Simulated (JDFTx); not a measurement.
Input for JDFTx (a modified build) (Ga (SMILES [Ga+]), charge +1, multiplicity 1; bohr and hartree). JDFTx counts charge in electrons: elec-initial-charge is the number of excess electrons.

```
lattice \
  14.1729459347 0.0000000000 0.0000000000 \
  0.0000000000 14.1729459347 0.0000000000 \
  0.0000000000 0.0000000000 14.1729459347
coords-type Cartesian
ion Ga 0.0000000000 0.0000000000 0.0000000000 0
ion-species pseudo/ga_pbe_v1.4.upf
elec-cutoff 20 100
elec-ex-corr gga-PBE
symmetries none
coulomb-interaction Isolated
coulomb-truncation-embed 0 0 0
elec-n-bands 12
converge-empty-states yes
elec-initial-charge -1
electronic-scf nIterations 100 energyDiffThreshold 1e-8
dump-name s0.$VAR
dump End State Ecomponents EigStats BandEigs Forces ElecDensity IonicPositions
```

The main set-up lines of the log and the final energy components:

```
unit cell volume = 2846.95
Chosen fftbox size, S = [  64  64  64  ]
unit cell volume = 2846.95
Chosen fftbox size, S = [  60  60  60  ]
  'Ga' pseudopotential, 'SLA  PW   PBX  PBC' functional
  19 valence electrons, 4 orbitals, 6 projectors, 871 radial grid points, with lMax = 2
Initialized 1 species with 1 total atoms.
Folded 1 k-points by 1x1x1 to 1 k-points.
nElectrons:  18.000000   nBands: 12   nStates: 1
average nbasis = 12149.000 , ideal nbasis = 12162.403
unit cell volume = 22775.6
Chosen fftbox size, S = [  128  128  128  ]
[...]
# Energy components:
       EH =      174.8847684548373707
     Eloc =     -389.2642869026979611
      Enl =       19.9230581083061438
      Exc =      -23.9244774395830646
 Exc_core =        2.2187118501595129
       KE =       11.0258055661460457
-------------------------------------
     Etot =     -205.1364203628319558


	eMin: -3.936625 at state 0 ( [ +0.000000 +0.000000 +0.000000 ] spin 0 )
	HOMO: -0.600494 at state 0 ( [ +0.000000 +0.000000 +0.000000 ] spin 0 )
	LUMO: -0.332686 at state 0 ( [ +0.000000 +0.000000 +0.000000 ] spin 0 )
	HOMO-LUMO gap: +0.267808
```

The run took 9 electronic cycles; the highest occupied level lies at -16.34 eV from the vacuum level.
